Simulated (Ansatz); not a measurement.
GaN:
```
GaN
1.0
    5.53485     0.00000     0.00000
    0.00000     5.53485     0.00000
    0.00000     0.00000     3.21403
Ga N
4 4
Cartesian
  1.77437   3.76047   0.00000
  3.76047   1.77437   0.00000
  4.54179   4.54179   1.60701
  0.99305   0.99305   1.60701
  1.75900   1.75900   0.00000
  3.77584   3.77584   0.00000
  1.00842   4.52642   1.60701
  4.52642   1.00842   1.60701
```

This is the PBE-relaxed structure.

Q: All from plane-wave PAW PBE (Ansatz code), unless another level is named. Estimate the hole effective mass with spin–orbit coupling.

A: 0.40, 1.7, 2.0 mₑ (principal values).

Q: And the weight of the conduction-edge state by species (Voronoi cells)?

A: N 53 %, Ga 47 %.

Q: Next, the conduction-band minimum?

A: at Γ.

Space group P4_2/mnm. The start of the workflow was typed in or built on a structure type; neither database checked (COD, Materials Project) lists it. It is not the phase usual at ambient conditions (space group No. 186, 216). The PBE relaxation kept the symmetry of its start; its stability against distortions is not shown here. Scalar-relativistic: spin–orbit coupling is off unless named, which matters more the heavier the elements.

Potentials: the later of the program's two PAW sets.

Edges and masses are those of Kohn–Sham bands, whose gap is no quasiparticle gap.
